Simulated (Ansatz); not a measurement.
Question: Name crystals whose computed values (r²SCAN in the plane-wave PAW code Ansatz) fall in these windows: highest Γ mode, no LO–TO term (cm⁻¹) 460 to 570; Θ_D (K) 760 to 1100; G_Hill (GPa) 160 to 230.

Answer: 

```tsv
crystal	highest Γ mode, no LO–TO term (cm⁻¹)	Θ_D (K)	G_Hill (GPa)
TiN, rock salt	521	950	202
```
Others may fit too.

The cell was relaxed under the symmetry of its start. Rows with no word on spin ran without spin polarisation.

Potentials: the later of the program's two PAW sets.
